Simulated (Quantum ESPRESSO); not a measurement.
# Hf3AlO7F: input and log of a self-consistent run

Simulated, not a measurement. The program is pw.x of Quantum ESPRESSO 7.5 (plane-wave density functional theory). The cell is made up: 12 atoms on a rutile lattice, with randomly drawn elements, strain and displacements, not relaxed. PseudoDojo standard norm-conserving files (v0.5 for PBE, v0.4.1 for LDA and PBEsol) set the functional; there is no spin polarisation, spin-orbit coupling or dispersion term, and the masses in the input are unused placeholders.

The hafnium pseudopotential is less sure than the others, with forces about 3 percent (worst 6) and pressure in oxides about 1.5 GPa (worst 2.7) from a second method in checks, which no rerun with the same files tests.

Input:

```
&control calculation='scf', pseudo_dir='./dojo.nc.sr.pbe.v0_5.standard.upf', outdir='./o', disk_io='low', tprnfor=.true., tstress=.true. /
&system ibrav=0, nat=12, ntyp=4, nbnd=50, ecutwfc=105.61755193, nosym=.true., tot_charge=0,
 occupations='smearing', smearing='fd', degauss=0.0018374661
/
&electrons conv_thr=7.350e-09, electron_maxstep=60, /
ATOMIC_SPECIES
Al 1.0 Al.upf
F 1.0 F.upf
Hf 1.0 Hf.upf
O 1.0 O.upf
CELL_PARAMETERS angstrom
4.8263 0.0121 0.027
0.0121 4.809 -0.0282
0.0358 -0.0373 6.2848
ATOMIC_POSITIONS angstrom
Hf -0.0231 -0.0741 -0.0274
Al 2.4196 2.4263 1.5254
Hf -0.0325 -0.0112 3.1382
Hf 2.5185 2.3557 4.7065
O 1.5141 1.5236 0.0297
O 3.3539 3.343 0.0014
F 3.894 0.9238 1.5441
O 0.9964 3.823 1.5153
O 1.4863 1.4796 3.1127
O 3.3311 3.3467 3.119
O 3.9039 0.9134 4.7859
O 0.9746 3.8295 4.6628
K_POINTS automatic
7 7 6 1 1 1
```

The log is shortened where brackets say so; the opening notice, blank lines, dates and the lines on written files are dropped, and the path of the files is cut. It prints rydbergs, bohrs and kilobars, and counts compression as positive stress. With no partly filled state, the Fermi energy that it prints is only some level between the filled and the empty states on the mesh, and need not lie in the true gap.

```
     Program PWSCF v.7.5
     Parallel version (MPI & OpenMP), running on       4 processor cores
     Number of MPI processes:                 4
     Threads/MPI process:                     1
     [start-up lines left out]
     bravais-lattice index     =            0
     lattice parameter (alat)  =       9.1206  a.u.
     unit-cell volume          =     984.2952 (a.u.)^3
     number of atoms/cell      =           12
     number of atomic types    =            4
     number of electrons       =        88.00
     number of Kohn-Sham states=           50
     kinetic-energy cutoff     =     105.6176  Ry
     charge density cutoff     =     422.4702  Ry
     scf convergence threshold =      7.3E-09
     mixing beta               =       0.7000
     number of iterations used =            8  plain     mixing
     Exchange-correlation= PBE
                           (   1   4   3   4   0   0   0)
     [axes and pseudopotential details left out]
   Cartesian axes
     site n.     atom                  positions (alat units)
         1        Hf     tau(   1) = (  -0.0047862  -0.0153531  -0.0056771  )
         2        Al     tau(   2) = (   0.5013270   0.5027152   0.3160540  )
         3        Hf     tau(   3) = (  -0.0067338  -0.0023206   0.6502167  )
         4        Hf     tau(   4) = (   0.5218185   0.4880873   0.9751593  )
         5        O      tau(   5) = (   0.3137127   0.3156810   0.0061537  )
         6        O      tau(   6) = (   0.6949085   0.6926501   0.0002901  )
         7        F      tau(   7) = (   0.8068141   0.1914060   0.3199285  )
         8        O      tau(   8) = (   0.2064483   0.7921033   0.3139613  )
         9        O      tau(   9) = (   0.3079527   0.3065645   0.6449333  )
        10        O      tau(  10) = (   0.6901845   0.6934167   0.6462386  )
        11        O      tau(  11) = (   0.8088653   0.1892512   0.9916106  )
        12        O      tau(  12) = (   0.2019314   0.7934501   0.9661050  )
     number of k points=   147  Fermi-Dirac smearing, width (Ry)=  0.0018
     Number of k-points >= 100: set verbosity='high' to print them.
     Dense  grid:   144367 G-vectors     FFT dimensions: (  60,  60,  80)
     Estimated max dynamical RAM per process >     747.62 MB
     Estimated total dynamical RAM >       2.82 GB
     Initial potential from superposition of free atoms
     starting charge      87.9920, renormalised to      88.0000
     Starting wfcs are   66 randomized atomic wfcs
     total cpu time spent up to now is       15.9 secs
     per-process dynamical memory:   658.1 Mb
     Self-consistent Calculation
     iteration #  1     ecut=   105.62 Ry     beta= 0.70
     Davidson diagonalization with overlap
     ethr =  1.00E-02,  avg # of iterations =  2.0
     total cpu time spent up to now is       48.2 secs
     total energy              =    -623.60483533 Ry
     estimated scf accuracy    <       3.97788096 Ry
     iteration #  2     ecut=   105.62 Ry     beta= 0.70
     Davidson diagonalization with overlap
     ethr =  4.52E-03,  avg # of iterations =  3.5
     total cpu time spent up to now is       90.9 secs
     total energy              =    -624.20233700 Ry
     estimated scf accuracy    <       6.44650065 Ry
     iteration #  3     ecut=   105.62 Ry     beta= 0.70
     Davidson diagonalization with overlap
     ethr =  4.52E-03,  avg # of iterations =  2.1
     total cpu time spent up to now is      126.1 secs
     total energy              =    -625.45208458 Ry
     estimated scf accuracy    <       0.15550237 Ry
     iteration #  4     ecut=   105.62 Ry     beta= 0.70
     Davidson diagonalization with overlap
     ethr =  1.77E-04,  avg # of iterations =  4.8
     total cpu time spent up to now is      173.6 secs
     total energy              =    -625.52203476 Ry
     estimated scf accuracy    <       0.05403528 Ry
     iteration #  5     ecut=   105.62 Ry     beta= 0.70
     Davidson diagonalization with overlap
     c_bands:  2 eigenvalues not converged
     ethr =  6.14E-05,  avg # of iterations =  9.0
     total cpu time spent up to now is      223.6 secs
     total energy              =    -625.52812434 Ry
     estimated scf accuracy    <       0.01006290 Ry
     [iterations 6 to 9 left out]
     iteration # 10     ecut=   105.62 Ry     beta= 0.70
     Davidson diagonalization with overlap
     ethr =  1.73E-08,  avg # of iterations =  2.0
     total cpu time spent up to now is      441.2 secs
     total energy              =    -625.53101829 Ry
     estimated scf accuracy    <       0.00000506 Ry
     iteration # 11     ecut=   105.62 Ry     beta= 0.70
     Davidson diagonalization with overlap
     ethr =  5.75E-09,  avg # of iterations =  2.3
     total cpu time spent up to now is      477.5 secs
     total energy              =    -625.53101935 Ry
     estimated scf accuracy    <       0.00000007 Ry
     iteration # 12     ecut=   105.62 Ry     beta= 0.70
     Davidson diagonalization with overlap
     ethr =  7.41E-11,  avg # of iterations =  5.5
     total cpu time spent up to now is      533.6 secs
     total energy              =    -625.53101942 Ry
     estimated scf accuracy    <       0.00000027 Ry
     iteration # 13     ecut=   105.62 Ry     beta= 0.70
     Davidson diagonalization with overlap
     ethr =  7.41E-11,  avg # of iterations =  3.0
     total cpu time spent up to now is      573.2 secs
     total energy              =    -625.53101945 Ry
     estimated scf accuracy    <       0.00000001 Ry
     iteration # 14     ecut=   105.62 Ry     beta= 0.70
     Davidson diagonalization with overlap
     ethr =  1.31E-11,  avg # of iterations =  4.0
     total cpu time spent up to now is      618.3 secs
     End of self-consistent calculation
     Number of k-points >= 100: set verbosity='high' to print the bands.
     the Fermi energy is    10.4860 ev
!    total energy              =    -625.53101946 Ry
     estimated scf accuracy    <          1.3E-09 Ry
     smearing contrib. (-TS)   =       0.00000000 Ry
     internal energy E=F+TS    =    -625.53101946 Ry
     The total energy is F=E-TS. E is the sum of the following terms:
     one-electron contribution =    -181.50483595 Ry
     hartree contribution      =     137.28637283 Ry
     xc contribution           =    -157.92656269 Ry
     ewald contribution        =    -423.38599365 Ry
     convergence has been achieved in  14 iterations
     Forces acting on atoms (cartesian axes, Ry/au):
     atom    1 type  3   force =     0.11409919   -0.04628588   -0.03768589
     atom    2 type  1   force =    -0.08787361    0.05088835    0.00688214
     atom    3 type  3   force =     0.10460095   -0.06057648    0.04340059
     atom    4 type  3   force =    -0.07456076    0.00418927   -0.00635760
     atom    5 type  4   force =    -0.00514764   -0.01915342    0.04425120
     atom    6 type  4   force =     0.00328604   -0.00312604    0.06598554
     atom    7 type  2   force =    -0.05880265    0.06481474    0.01638406
     atom    8 type  4   force =    -0.01431274    0.01368861    0.01654863
     atom    9 type  4   force =     0.00740831   -0.01184407   -0.04560981
     atom   10 type  4   force =     0.01927705   -0.00278095   -0.06975717
     atom   11 type  4   force =     0.02102129   -0.01746817   -0.02474460
     atom   12 type  4   force =    -0.02899542    0.02765402   -0.00929709
     Total force =     0.273758     Total SCF correction =     0.000043
     Computing stress (Cartesian axis) and pressure
          total   stress  (Ry/bohr**3)                   (kbar)     P=        4.58
  -0.00011136  -0.00034128  -0.00007461          -16.38      -50.20      -10.98
  -0.00034128   0.00001188   0.00006281          -50.20        1.75        9.24
  -0.00007461   0.00006281   0.00019287          -10.98        9.24       28.37
     init_run     :     15.08s CPU     15.79s WALL (       1 calls)
     electrons    :    599.41s CPU    602.39s WALL (       1 calls)
     forces       :      8.45s CPU      8.49s WALL (       1 calls)
     stress       :     29.96s CPU     30.82s WALL (       1 calls)
     [timing details left out]
     PWSCF        :  10m53.62s CPU  10m58.63s WALL
     JOB DONE.
```

In other units: free energy -8510.783 eV for the cell, pressure 0.46 GPa, largest force component 2.934 eV/Å. This run is the check on a run of the same cell at 1143 eV and a 5 x 5 x 4 mesh: rerunning at 1437 eV and a 7 x 7 x 6 mesh moved values by no more than 0.004 eV in energy, 0.03 GPa in stress and 0.002 eV/Å in force.